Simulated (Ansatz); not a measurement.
A distorted cell of HfO2 (tetragonal-ZrO2 type, space group P4_2/nmc):

```yaml
crystal:
  lattice:
    - [3.56753, 0.00000, 0.00000]
    - [0.00000, 3.56753, 0.00000]
    - [0.00000, 0.00000, 5.16669]
  atoms:
    - { symbol: Hf, position: [0.00000, 0.00000, 0.00000] }
    - { symbol: Hf, position: [0.50000, 0.50000, 0.50000] }
    - { symbol: O, position: [0.00000, 0.50000, 0.20010] }
    - { symbol: O, position: [0.00000, 0.50000, 0.70010] }
    - { symbol: O, position: [0.50000, 0.96023, 0.31582] }
    - { symbol: O, position: [0.50000, 0.00000, 0.79990] }
```

These are PBEsol (plane waves to 420 eV, PAW, scalar-relativistic; Ansatz, a first-principles code) values and carry that method's errors. k mesh 8×8×5 (Γ-centred), Fermi-Dirac smearing 0.05 eV. Energies are smeared free energies. Stress and pressure are positive under compression. HfO2 is run without spin polarisation. HfO2 was relaxed with its symmetry unable to fall. Spin-orbit coupling is left out, though Hf is heavy. The PAW data are Ansatz's earlier set. This is a high-temperature form of HfO2.

Q: What forces act on the atoms (eV/Å, Cartesian)?

A: 
```json
[
 {"atom": "Hf1", "Fx": "0.000", "Fy": "-0.115", "Fz": "-0.230"},
 {"atom": "Hf2", "Fx": "0.000", "Fy": "-1.984", "Fz": "1.072"},
 {"atom": "O3", "Fx": "0.000", "Fy": "-0.968", "Fz": "-0.112"},
 {"atom": "O4", "Fx": "0.000", "Fy": "-0.049", "Fz": "0.140"},
 {"atom": "O5", "Fx": "0.000", "Fy": "3.257", "Fz": "-1.636"},
 {"atom": "O6", "Fx": "0.000", "Fy": "-0.140", "Fz": "0.765"}
]
```

Q: What is the stress tensor (GPa)?

A: 
```
    0.1      0.0      0.0
    0.0      5.7     -4.5
    0.0     -4.5      3.3
```
The pressure, a third of the trace, is 3.1 GPa.

Q: In it atom 5 sits (0.000, -0.142, 0.082) Å away from its relaxed site. What is its energy relative to the relaxed cell?

A: 273 meV/cell.

(For displaced atoms, the force is minus the slope of the energy, and its curvature is a force constant, which sets phonon frequencies.)
